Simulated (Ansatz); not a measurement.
Structure relaxation, TiC

The start is a generated cell, TiC placed in the CoSn structure type. A full variable-cell relaxation at zero pressure is run with PBEsol (plane waves to 420 eV, PAW, scalar-relativistic; Ansatz, a first-principles code). First-step values are on the input's coarse k-mesh.

Ansatz input (later rounds restart from its end on a renewed k-mesh):
Ansatz 0.2 input:
```yaml
crystal:
  lattice:
    - [5.4832002, 0, 0]
    - [-2.7416001, 4.7485907, 0]
    - [0, 0, 4.424472]
  atoms:
    - { symbol: Ti, position: [0.5, 0, 0] }
    - { symbol: Ti, position: [0.5, 0.5, 0] }
    - { symbol: Ti, position: [0, 0.5, 0] }
    - { symbol: C, position: [0, 0, 0] }
    - { symbol: C, position: [0.33333333, 0.66666667, 0.5] }
    - { symbol: C, position: [0.66666667, 0.33333333, 0.5] }
basis: { ecutwfc: 420, ecutrho_ratio: 4, xc_grid: 2, fft_grid_basis: typed }
kpoints: { mp_grid: { grid: [5, 5, 5] } }
hamiltonian:
  xc: pbesol
  dispersion: none
  pseudopotentials: { azcp: { folder: ./paw }, kind: paw }
scf: { occupations: { method: fermi_dirac, width: 0.05 } }
relax: { f_tol: 0.01, max_steps: 100, cell: { stress_tol: 0.02 } }
output: { forces: true, stress: true }
```

### Question
How large is the pressure on the unrelaxed cell, and of which sign?

### Answer
-31 GPa (negative: the cell is under tension).

### Question
How much energy is released per atom?

### Answer
1.78 eV/atom.

### Question
How does the volume per atom move from start to end?

### Answer
-38.4 %, from 19.20 to 11.82 Å³/atom.

### Question
How do the shortest distances between atoms change?

### Answer
The closest pairs of elements (up to four, under 3.6 Å), start → end: C–Ti 2.72 → 2.12 Å; Ti–Ti 2.74 → 2.64 Å; C–C 3.17 → 2.95 Å.

### Question
What band gap does the relaxed structure have at this level?

### Answer
No gap (metallic).

### Question
Write out the relaxed structure.

### Answer

Space group P6/mmm (No. 191); a = b = 5.2719 Å, c = 2.9465 Å, α = β = 90.00°, γ = 120.00°

```json
[
 {"atom": "Ti", "site": "3f", "symmetry": "mmm", "x": "0.0000", "y": "0.5000", "z": "0.0000"},
 {"atom": "C", "site": "1a", "symmetry": "6/mmm", "x": "0.0000", "y": "0.0000", "z": "0.0000"},
 {"atom": "C", "site": "2d", "symmetry": "-6m2", "x": "0.3333", "y": "0.6667", "z": "0.5000"}
]
```

The space group stays P6/mmm (No. 191) (the run could not lower it), with 6 atoms in the primitive cell. Final values are on a 10×10×16 k-mesh of the relaxed cell. No spin polarisation in the result.

The run could not lose the symmetry of its start, so the end can be a saddle point.

All atoms sit on sites fixed by symmetry, so only the cell could relax.

The relaxed structure here is a generated cell of TiC: the first start was made by placing the elements on the sites of a structure type, and the end was not matched to a known phase here, so it may be hypothetical. Known forms of TiC include space group No. 225.
